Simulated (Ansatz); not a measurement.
Relaxed-ion elastic tensor of AlNi (CsCl type, Pm-3m) in GPa (Voigt order), plane-wave PAW r²SCAN (Ansatz code); density 6.06 g/cm³, 11.74 Å³ per atom.

|  | 1 | 2 | 3 | 4 | 5 | 6 |
|---|---|---|---|---|---|---|
| 1 | 231 | 149 | 149 | 0.0 | 0.0 | 0.0 |
| 2 | 149 | 231 | 149 | 0.0 | 0.0 | 0.0 |
| 3 | 149 | 149 | 231 | 0.0 | 0.0 | 0.0 |
| 4 | 0.0 | 0.0 | 0.0 | 135 | 0.0 | 0.0 |
| 5 | 0.0 | 0.0 | 0.0 | 0.0 | 135 | 0.0 |
| 6 | 0.0 | 0.0 | 0.0 | 0.0 | 0.0 | 135 |

Q: Is the crystal mechanically stable?

A: Yes: the smallest eigenvalue of C is 82.3 GPa.

Q: Work out the Voigt, Reuss and Hill averages.

A: K_V = 176, K_R = 176, K_H = 176; G_V = 97.3, G_R = 70.7, G_H = 84.0 GPa.

Q: Give Young's modulus, Poisson's ratio, Pugh's ratio and the universal anisotropy index.

A: E = 9KG/(3K + G) = 217 GPa; ν = 0.29; K/G = 2.10 (ductile by the Pugh limit of 1.75); A_U = 5G_V/G_R + K_V/K_R − 6 = 1.89.

Q: Estimate the sound speeds and the Debye temperature.

A: v_l = √((K + 4G/3)/ρ) = 6900 m/s, v_t = √(G/ρ) = 3720 m/s, mean 4160 m/s; Θ = (h/k)(3n/4πV)^(1/3) v_m = 544 K.

Symmetry was held in the r²SCAN relaxation; of distortions, only those at the zone centre were tested. No spin polarisation was allowed. As this level gives no gap, shear constants depend on the k-mesh and smearing (Fermi–Dirac, 0.1 eV here).

Potentials: the later of the program's two PAW sets.
